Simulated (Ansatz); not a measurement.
Mo (bcc (W type), space group No. 229), a = 3.1504 Å, b = 3.1504 Å, c = 3.1504 Å, α = 90.00°, β = 90.00°, γ = 90.00°; the cell used has 1 atom.

Relaxed with r²SCAN in the plane-wave PAW code Ansatz. Indices refer to the conventional cell of Im-3m, a = 3.1504 Å, b = 3.1504 Å, c = 3.1504 Å, α = 90.00°, β = 90.00°, γ = 90.00°.

**Question.** Simulate the powder diffraction pattern (Mo Kα, λ = 0.71073 Å; lines above 1 %) up to 2θ = 45°.

**Answer.** Simulated powder pattern, Mo Kα, λ = 0.71073 Å (kinematic, ideal powder, no thermal factors, no anomalous dispersion; the 30 strongest lines at most, above 1 %, up to 2θ = 45°):

```json
[
 {"2θ (°)": "18.36", "d (Å)": "2.228", "I/Imax (%)": "100", "hkl": "(110)"},
 {"2θ (°)": "26.08", "d (Å)": "1.575", "I/Imax (%)": "18", "hkl": "(200)"},
 {"2θ (°)": "32.08", "d (Å)": "1.286", "I/Imax (%)": "38", "hkl": "(211)"},
 {"2θ (°)": "37.21", "d (Å)": "1.114", "I/Imax (%)": "12", "hkl": "(220)"},
 {"2θ (°)": "41.80", "d (Å)": "0.996", "I/Imax (%)": "16", "hkl": "(310)"}
]
```

Symmetry was held in the r²SCAN relaxation. The run is not spin-polarised.

Potentials: the later of the program's two PAW sets.
